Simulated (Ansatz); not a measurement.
K2TeCl6:
```xyz
9
Lattice="0.0000 5.1533 5.1533 5.1533 0.0000 5.1533 5.1533 5.1533 0.0000" Properties=species:S:1:pos:R:3 pbc="T T T"
K      7.7299     7.7299     7.7299
K      2.5766     2.5766     2.5766
Te     0.0000     0.0000     0.0000
Cl     5.1533     5.1533     2.5334
Cl     5.1533     5.1533     7.7731
Cl     2.5334     5.1533     5.1533
Cl     7.7731     5.1533     5.1533
Cl     5.1533     2.5334     5.1533
Cl     5.1533     7.7731     5.1533
```

Relaxed with HSE06. Special points in fractions of this cell's reciprocal vectors: Γ (0.000, 0.000, 0.000); X (0.500, 0.000, 0.500); U (0.625, 0.250, 0.625); K (0.375, 0.375, 0.750); L (0.500, 0.500, 0.500); W (0.500, 0.250, 0.750).

### Question
List the band energies nearest the valence-band maximum at these points for DFT-HSE06 in the program Ansatz with PAW potentials.

### Answer
In eV from the valence-band maximum; about four levels below and three above (degenerate sets whole), none deeper than 8.9 eV; points with the same levels are listed once.

| k | below | above |
|---|---|---|
| Γ | -1.42 -1.42 -1.42 -1.05 | 3.75 3.75 3.75 |
| X | -2.05 -2.05 -1.43 0.00 | 4.10 4.10 4.35 |
| U | -1.98 -1.92 -1.55 -0.02 | 3.92 4.28 4.29 |
| L | -1.70 -1.70 -1.69 -0.23 | 3.32 4.41 4.41 |
| W | -2.10 -1.71 -1.71 0.00 | 4.05 4.23 4.23 |

Space group Fm-3m. The workflow started from a Materials Project entry (that database holds measured and hypothetical structures alike); the Crystallography Open Database copy checked does not list it. COD files the formula under space group No. 139. Whether it is the stable phase at ambient conditions was not checked. The HSE06 relaxation kept the symmetry of its start; whether a distortion lowers the energy is not shown. The hybrid was solved on a coarse mesh, the path and, where they were found, the r²SCAN edge points; its band edges are the extreme levels among these. Spin–orbit coupling is left out wherever it is not named.

Potentials: the later of the program's two PAW sets.
